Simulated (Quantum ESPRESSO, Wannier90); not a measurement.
Wannier functions of Mo (bcc (W type))

Materials Project entry mp-129; symmetrised, unrelaxed at this level. This is the element's usual structure. Computed values, not measurements, from PBEsol: Quantum ESPRESSO (norm-conserving PseudoDojo potentials, cutoff 64 Ry, no spin polarisation, no spin-orbit coupling) on a Γ-centred 12×12×12 mesh, then Wannier90. Density: 18×18×18 mesh, cold smearing 0.01 Ry.

```
begin unit_cell_cart
ang
   -1.5838100000    1.5838100000    1.5838100000
    1.5838100000   -1.5838100000    1.5838100000
    1.5838100000    1.5838100000   -1.5838100000
end unit_cell_cart
mp_grid = 12 12 12
```

Q: Which shells of neighbouring k-points and which b-vectors and weights does Wannier90 pick for this cell and mesh?

A: 
```
 *---------------------------------- K-MESH ----------------------------------*
 +----------------------------------------------------------------------------+
 |                    Distance to Nearest-Neighbour Shells                    |
 |                    ------------------------------------                    |
 |          Shell             Distance (Ang^-1)          Multiplicity         |
 |          -----             -----------------          ------------         |
 |             1                   0.233766                     12            |
 |             2                   0.330594                      6            |
 |             3                   0.404894                     24            |
 |             4                   0.467531                     12            |
 |             5                   0.522716                     24            |
 |             6                   0.572606                      8            |
 |             7                   0.618486                     48            |
 |             8                   0.661189                      6            |
       ... (lines left out)
 +----------------------------------------------------------------------------+
 | The b-vectors are chosen automatically                                     |
 | The following shells are used:                       1                     |
 +----------------------------------------------------------------------------+
 |                        Shell   # Nearest-Neighbours                        |
 |                        -----   --------------------                        |
 |                          1              12                                 |
 +----------------------------------------------------------------------------+
 | Completeness relation is fully satisfied [Eq. (B1), PRB 56, 12847 (1997)]  |
 +----------------------------------------------------------------------------+
 |                  b_k Vectors (Ang^-1) and Weights (Ang^2)                  |
 |                  ----------------------------------------                  |
 |            No.         b_k(x)      b_k(y)      b_k(z)        w_b           |
 |            ---        --------------------------------     --------        |
 |             1         0.165297    0.165297    0.000000     4.574872        |
 |             2         0.165297    0.000000    0.165297     4.574872        |
 |             3         0.000000    0.165297    0.165297     4.574872        |
 |             4        -0.165297   -0.165297    0.000000     4.574872        |
 |             5         0.000000   -0.165297    0.165297     4.574872        |
 |             6        -0.165297    0.000000    0.165297     4.574872        |
 |             7        -0.165297    0.000000   -0.165297     4.574872        |
 |             8         0.000000    0.165297   -0.165297     4.574872        |
 |             9        -0.165297    0.165297    0.000000     4.574872        |
 |            10         0.000000   -0.165297   -0.165297     4.574872        |
 |            11         0.165297    0.000000   -0.165297     4.574872        |
 |            12         0.165297   -0.165297    0.000000     4.574872        |
```
